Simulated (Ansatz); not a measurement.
TiGa3:
Space group I4/mmm (No. 139); a = b = 3.7613 Å, c = 8.7317 Å, α = β = γ = 90.00°

```
atom  site  symmetry       x       y       z
----  ----  --------  ------  ------  ------
Ga      2b     4/mmm  0.0000  0.0000  0.5000
Ga      4d      -4m2  0.0000  0.5000  0.2500
Ti      2a     4/mmm  0.0000  0.0000  0.0000
```
(The calculation used a cell of 4 atoms; values per cell refer to that cell.)

Relaxed at zero pressure with r²SCAN (plane waves, PAW; program Ansatz).

The volume is lowered by 3 % and shape and atoms relax at that volume. What pressure results, and how do the axes share the change?

3.7 GPa; a -0.9 %, b -0.9 %, c -1.2 %; the energy rises by 5 meV/atom.

Give the new structure.


Space group I4/mmm (No. 139); a = b = 3.726 Å, c = 8.630 Å, α = β = γ = 90.00°

```
atom  site  symmetry       x       y       z
----  ----  --------  ------  ------  ------
Ga      2b     4/mmm  0.0000  0.0000  0.5000
Ga      4d      -4m2  0.0000  0.5000  0.2500
Ti      2a     4/mmm  0.0000  0.0000  0.0000
```

The phase is kept; no other phase was compared at this pressure.

The workflow started from an entry of the Crystallography Open Database (COD). Its standing as an ambient phase is unchecked. The cell was relaxed with r²SCAN under the symmetry of its start; its stability against distortions is not shown here. The run is not spin-polarised. Axis ratios of metals converge slowly with the k-mesh, so a and c are less sure than the volume.

Potentials: the later of the program's two PAW sets.
